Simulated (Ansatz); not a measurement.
A geometry of ScOF away from equilibrium: the start of the relaxation of a relaxed ScOF cell, doubled along one cell vector, shaken by Gaussian noise of σ = 0.08 Å a coordinate. These are PBE (plane waves to 420 eV, PAW, scalar-relativistic; Ansatz, a quantum-chemistry and plane-wave program) values and carry that method's errors. Γ-centred k-mesh 7×4×4 on the run's cell (coarser than for final values), Fermi–Dirac smearing 0.05 eV.

```xyz
12
Lattice="3.6464 0.0000 0.0000 -3.6464 6.3158 0.0000 0.0000 0.0000 5.4591" Properties=species:S:1:pos:R:3 pbc="T T T"
Sc     0.0524     0.0674     2.6440
Sc    -1.8102     3.1950     2.7784
Sc     0.1118     0.0780     0.0883
Sc    -1.9008     3.1318     0.1222
O     -0.0116     2.0967     4.1419
O     -1.7684     5.3263     4.0985
O      1.8624     0.9361     1.2599
O     -0.0170     4.2678     1.3418
F     -0.0119     2.1763     1.3860
F     -1.7613     5.2669     1.4058
F      1.9226     1.0842     4.0762
F     -0.0013     4.3041     4.0314
```

Q: Which atoms carry the largest force, and which way does it point?

A: 2.24 eV/Å, on O7 (atoms numbered as listed); on O7 its components are (-0.77, 2.10, -0.12).

Q: What is the pressure?

A: +1.5 GPa, compression positive.

Q: How much energy per atom can still be gained by relaxing?

A: 1.62 eV/atom; the path ends in P-1 (No. 2).

No spin polarisation in the result.

The end of the path is a generated cell of ScOF: the first start was made by placing the elements on the sites of a structure type, and the end was not matched to a known phase here, so it may be hypothetical.
